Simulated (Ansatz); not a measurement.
Ta$_{2}$O$_{5}$:
```
Ta2O5
1.0
    3.83623     0.00000     0.00000
    0.00000    13.00339     0.00000
    0.00000     0.00000     3.87636
Ta O
4 10
Direct
  0.00000   0.14592   0.03003
  0.00000   0.85408   0.03003
  0.50000   0.35408   0.96997
  0.50000   0.64592   0.96997
  0.50000   0.18512   0.00275
  0.50000   0.81488   0.00275
  0.00000   0.31488   0.99725
  0.00000   0.68512   0.99725
  0.00000   0.85075   0.50955
  0.00000   0.14925   0.50955
  0.50000   0.64925   0.49045
  0.50000   0.35075   0.49045
  0.50000   0.50000   0.99373
  0.00000   0.00000   0.00627
```

Relaxed with r²SCAN. Special points in fractions of this cell's reciprocal vectors: Γ (0.000, 0.000, 0.000); X (0.500, 0.000, 0.000); S (0.500, 0.500, 0.000); Y (0.000, 0.500, 0.000); Z (0.000, 0.000, 0.500); U (0.500, 0.000, 0.500); R (0.500, 0.500, 0.500); T (0.000, 0.500, 0.500).

### Question
List the band energies nearest the valence-band maximum at these points for the program Ansatz at the r²SCAN level (PAW).

### Answer
In eV from the valence-band maximum; about four levels below and three above (degenerate sets whole), none deeper than 8.9 eV; points with the same levels are listed once.

```tsv
k	below	above
Γ	-0.84 -0.76 -0.71 -0.64	2.87 2.93 3.26
X	-0.95 -0.95 -0.80 -0.80	3.19 3.19 3.82 3.82
S	-0.94 -0.94 -0.80 -0.80	3.22 3.22 3.69 3.69
Y	-0.76 -0.76 -0.70 -0.70	2.90 2.90 3.30 3.30
Z	-1.62 -1.29 -0.29 -0.29	4.65 4.81 5.94
U	-0.09 -0.09 -0.01 -0.01	3.87 3.87 5.46 5.46
R	-0.11 -0.11 0.00 0.00	3.77 3.77 5.52 5.52
T	-1.49 -1.49 -0.29 -0.29	4.73 4.73 5.98 5.98
```

Space group Pmmn. The first step of the workflow began from a Materials Project structure, measured or hypothetical; the Crystallography Open Database copy checked does not list it. COD files the formula under space group No. 49, so this cell is another polymorph or a model. Its standing as an ambient phase is unchecked. The r²SCAN relaxation kept the symmetry of its start; its stability against distortions is not shown here. The run is not spin-polarised. Scalar-relativistic: spin–orbit coupling is off unless named, which matters more the heavier the elements.

Potentials: the later of the program's two PAW sets.
